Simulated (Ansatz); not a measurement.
# HfO2 with Si replacing Hf: a ladder of calculations

Cell of run 1: a supercell of HfO2 (fluorite type, Fm-3m) built from a structure deposited in the COD, with all atoms left at the host's positions.

```cif
data_Hf7SiO16
_symmetry_space_group_name_H-M 'Fm-3m'
_symmetry_Int_Tables_number 225
_cell_length_a 10.2300
_cell_length_b 10.2300
_cell_length_c 10.2300
_cell_angle_alpha 90.000
_cell_angle_beta 90.000
_cell_angle_gamma 90.000
loop_
_atom_site_label
_atom_site_type_symbol
_atom_site_symmetry_multiplicity
_atom_site_Wyckoff_symbol
_atom_site_fract_x
_atom_site_fract_y
_atom_site_fract_z
Si Si 4 a 0.0000 0.0000 0.0000
Hf2 Hf 24 d 0.2500 0.2500 0.0000
Hf8 Hf 4 b 0.5000 0.5000 0.5000
O9 O 32 f 0.1250 0.1250 0.1250
O12 O 32 f 0.6250 0.3750 0.3750
```

One atom of each set is listed; the run and its k-mesh use a cell of 24 atoms with edges of 7.23, 7.23, 7.23 Å.

Relaxed positions (PBE, cell held):

Si (0.0000, 0.0000, 0.0000)
Hf2 (0.2500, 0.2500, 0.0000)
Hf8 (0.5000, 0.5000, 0.5000)
O9 (0.1200, 0.1200, 0.1200)
O12 (0.6262, 0.3738, 0.3738)

All runs are DFT with Ansatz 0.2.0 (plane waves and PAW, scalar-relativistic unless spin–orbit coupling is named, Γ-centred meshes, Fermi–Dirac smearing where given) in this cell.

Run 1: PBE, atoms at the host's positions; 420 eV, 3×3×3 k-points, smearing 0.01 eV.
Run 2: PBE, atoms relaxed; 420 eV, 3×3×3 k-points, smearing 0.01 eV.
Run 3: r2SCAN, at the relaxed atoms; 500 eV, 3×3×3 k-points, smearing 0.01 eV.

```tsv
run	Hf2 V_zz (η)	O9 V_zz (η)	O12 V_zz (η)
1	-3.14 (0.02)	4.84 (0.00)	0.75 (0.00)
2	4.35 (0.69)	4.39 (0.00)	1.26 (0.00)
3	?	?	?
```

V_zz in 10²¹ V/m²; 3 of the 5 sets of like atoms are followed.

(1) Estimate the row of run 3.

## Answers

(1) Hf2: 4.33 (0.57); O9: 4.54 (0.00); O12: 1.26 (0.00). It lies nearest to run 2, from whose tensors on these sites it differs by 0.28 at most (largest principal value of the difference, on Hf2). Taken one at a time, the positions of the atoms (as given or relaxed) move the tensors on these sites by up to 2.80 (largest principal value of the change, on Hf2), the functional (r2SCAN with its higher cutoff) by 0.28 (Hf2). On some sites the largest principal value moves to another axis from run to run, and the sign of V_zz can flip with it. The defect's own atom has next to no gradient in any run.

The defect repeats with the cell of 24 atoms, so it feels its images: sites between two images don't show the values beside a lone defect, and zeros or small values of η there can come from the images' arrangement. This high-symmetry form of HfO2 is unstable when cold, to shifts of the oxygen columns, towards the tetragonal form. The symmetry of the cell holds that distortion back, wholly or in part, and it would change the field gradients, the more the larger the distortion. Without spin–orbit coupling the gradients at and beside Hf can be off by some per cent, at some sites by more. The relaxation keeps the site symmetry m-3m of the start, so the impurity can't leave its site; a start off the site could end lower. In run 1 the gap is small for the k-mesh or the smearing, and small gradients can still move by 0.1 × 10²¹ V/m² or more. In run 1 the atoms aren't at the calculated equilibrium (largest force 1.2 eV/Å). The cell keeps the host's lattice, at a calculated pressure of -7, -9, -15 GPa in runs 1, 2, 3.
